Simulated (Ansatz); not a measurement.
## ScSi2: levels along high-symmetry lines

```yaml
crystal:
  lattice:
    - [3.66000, 0.00000, 0.00000]
    - [-1.83000, 3.16965, 0.00000]
    - [0.00000, 0.00000, 3.87000]
  atoms:
    - { symbol: Sc, position: [0.00000, 0.00000, 0.00000] }
    - { symbol: Si, position: [0.33333, 0.66667, 0.50000] }
    - { symbol: Si, position: [0.66667, 0.33333, 0.50000] }
```

Atoms are numbered in the order listed.

The conventional cell has a = 3.660 Å, b = 3.660 Å, c = 3.870 Å, α = 90.00°, β = 90.00°, γ = 120.00°. Sc (atom 1) has 12 Si at 2.87 Å as nearest neighbours. Si (atom 2) has 3 Si at 2.11 Å as nearest neighbours.

The geometry is COD entry 1538810, unchecked; take it as a test cell.

Spin polarisation is left out, and whether a magnetic state lies lower isn't shown here.

These are results of DFT, PBEsol, all-electron LAPW, scalar-relativistic (Ansatz 0.2.0), not measurements.

Settings: a Γ-centred 13×13×11 k mesh, Fermi–Dirac smearing of 0.05 eV, basis error target 1 meV/atom, no spin polarisation.

Points in fractions of the reciprocal vectors of this cell: Γ (0, 0, 0), M (0.5, 0, 0), K (0.333, 0.333, 0), A (0, 0, 0.5), L (0.5, 0, 0.5), H (0.333, 0.333, 0.5). The path runs Γ–M–K–Γ–A–L–H–A–L. Energies are in eV from the Fermi level; (×n) counts levels within 4 meV of each other, which need not be degenerate by symmetry.

**Question.** Metal or insulator at this level of theory?

**Answer.** No gap opens: metallic or semimetallic.

**Question.** Tabulate bands 18 to 23, counted from the lowest band of the run, along the path.

**Answer.** 
```csv
k (1/Å),point,band 18,band 19,band 20,band 21,band 22,band 23
0.00,Γ,-3.43,-3.43,-2.09,1.10,1.10,1.19
0.14,,-3.52,-3.50,-2.06,0.84,1.16,1.60
0.28,,-3.68,-3.50,-2.00,0.40,1.34,1.46
0.42,,-3.91,-3.45,-2.04,0.23,1.27,1.60
0.57,,-4.14,-3.38,-2.24,0.50,1.08,1.32
0.71,,-4.32,-3.30,-2.50,0.92,0.93,1.11
0.85,,-4.44,-3.23,-2.68,0.63,0.82,1.91
0.99,M,-4.48,-3.20,-2.75,0.51,0.78,2.27
1.07,,-4.75,-3.18,-2.48,0.12,1.20,2.20
1.15,,-5.30,-3.12,-1.93,-0.34,1.75,1.88
1.24,,-5.90,-3.01,-1.31,-0.78,1.59,2.26
1.32,,-6.48,-2.87,-1.19,-0.71,1.34,2.08
1.40,,-6.97,-2.68,-1.56,-0.13,1.11,1.81
1.48,,-7.29,-2.46,-1.90,0.40,0.92,1.51
1.56,K,-7.40,-2.20,-2.20,0.77,0.77,1.30
1.73,,-7.08,-2.69,-1.57,0.26,0.56,2.00
1.89,,-6.38,-3.04,-0.82,-0.45,0.50,2.70
2.05,,-5.53,-3.27,-1.08,-0.01,0.55,1.84
2.22,,-4.65,-3.41,-1.57,0.69,0.74,1.07
2.38,,-3.94,-3.48,-1.89,0.73,0.87,1.29
2.54,,-3.54,-3.52,-2.05,0.87,1.04,1.57
2.71,Γ,-3.43,-3.43,-2.09,1.10,1.10,1.19
2.82,,-3.40,-3.40,-1.66,0.69,0.69,1.24
2.94,,-3.30,-3.30,-0.93,0.17,0.17,1.36
3.06,,-3.16,-3.16,-0.28,-0.28,-0.19,1.57
3.17,,-2.98,-2.98,-0.64,-0.64,0.50,1.22
3.29,,-2.78,-2.78,-0.90,-0.90,0.77,0.77
3.40,,-2.62,-2.62,-1.05,-1.05,0.44,0.44
3.52,A,-2.55,-2.55,-1.11,-1.11,0.32,0.32
3.66,,-3.15,-2.89,-0.84,-0.68,0.07,0.39
3.80,,-4.27,-3.45,-0.57,-0.51,0.15,0.58
3.94,,-5.46,-3.96,-1.20,-0.44,0.89,1.07
4.09,,-6.10,-4.38,-1.91,-0.39,1.31,1.96
4.23,,-5.48,-4.68,-2.61,-0.35,1.82,2.06
4.37,,-4.87,-4.81,-3.30,-0.33,2.03,2.36
4.51,L,-4.93,-4.28,-3.83,-0.32,2.00,2.68
4.59,,-5.03,-4.27,-3.81,-0.17,1.98,2.69
4.67,,-5.30,-4.24,-3.77,0.25,1.90,2.72
4.76,,-5.64,-4.18,-3.70,0.83,1.73,2.76
4.84,,-5.96,-4.10,-3.63,1.45,1.46,2.63
4.92,,-6.22,-4.00,-3.59,1.15,2.04,2.58
5.00,,-6.38,-3.88,-3.61,0.93,2.44,2.58
5.08,H,-6.43,-3.72,-3.72,0.85,2.58,2.68
5.25,,-6.27,-4.24,-3.34,1.13,2.20,2.50
5.41,,-5.85,-4.97,-2.83,1.61,1.62,2.18
5.57,,-5.72,-5.26,-2.21,0.99,1.47,1.81
5.74,,-5.83,-4.56,-1.49,0.42,0.93,1.03
5.90,,-4.55,-3.77,-0.71,-0.11,0.10,0.66
6.06,,-3.29,-3.00,-0.67,-0.67,0.00,0.41
6.23,A,-2.55,-2.55,-1.11,-1.11,0.32,0.32
```
